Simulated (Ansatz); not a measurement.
TeO2 (fluorite, Fm-3m) under volume change, DFT-LDA in the program Ansatz with PAW potentials, scaled uniformly.

| V (Å³/atom) | E − E(relaxed) (meV/atom) | P (GPa) |
|---|---|---|
| 11.171 | 69.4 | 21.85 |
| 11.540 | ___ | ___ |
| 11.908 | ___ | ___ |
| 12.276 | 0.0 | 0.01 |
| 12.644 | 6.3 | -5.23 |
| 13.013 | 23.5 | -9.67 |
| 13.381 | 50.2 | -13.45 |

Task: What belongs in the gaps?

Result: 
- 11.540, E − E(relaxed) (meV/atom): 29.3
- 11.540, P (GPa): 13.37
- 11.908, E − E(relaxed) (meV/atom): 6.9
- 11.908, P (GPa): 6.15

Task: What does a third-order Birch–Murnaghan fit give for V₀, B₀ and B′?

Result: V₀ = 12.28 Å³/atom, B₀ = 189 GPa, B′ = 4.4.

The cell is a constructed one: a structure type filled with these elements; neither database checked (COD, Materials Project) lists it. COD files the formula under space group No. 19, 61, 92, 136, so this cell is another polymorph or a model. Its standing as an ambient phase is unchecked. Symmetry was held in the LDA relaxation; its stability against distortions is not shown here. Spin–orbit coupling is left out wherever it is not named.

Potentials: the later of the program's two PAW sets.
